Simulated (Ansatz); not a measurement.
Here is the system:

TaW (rock salt, Fm-3m), a = b = c = 5.375 Å, α = β = γ = 90.00°; the cell used has 2 atoms.

This is the PBE-relaxed structure.

**Question.** All from DFT-PBE in the program Ansatz with PAW potentials, unless another level is named. Estimate the density of states at the Fermi level.

**Answer.** 0.42 states/eV per atom (mean over ±0.08 eV).

**Question.** What about the formation energy from the elements (no fitted shifts)?

**Answer.** 1.18 eV/atom.

The start of the workflow was typed in or built on a structure type; neither database checked (COD, Materials Project) lists it. Its standing as an ambient phase is unchecked. The cell was relaxed with PBE under the symmetry of its start; whether a distortion lowers the energy is not shown. The run is not spin-polarised. Its formation energy is positive at this level, so the cell may be metastable or incomplete. The references are the lowest solids computed at this level, not always the standard phases. Scalar-relativistic: spin–orbit coupling is off unless named, which matters more the heavier the elements.

Potentials: the later of the program's two PAW sets.
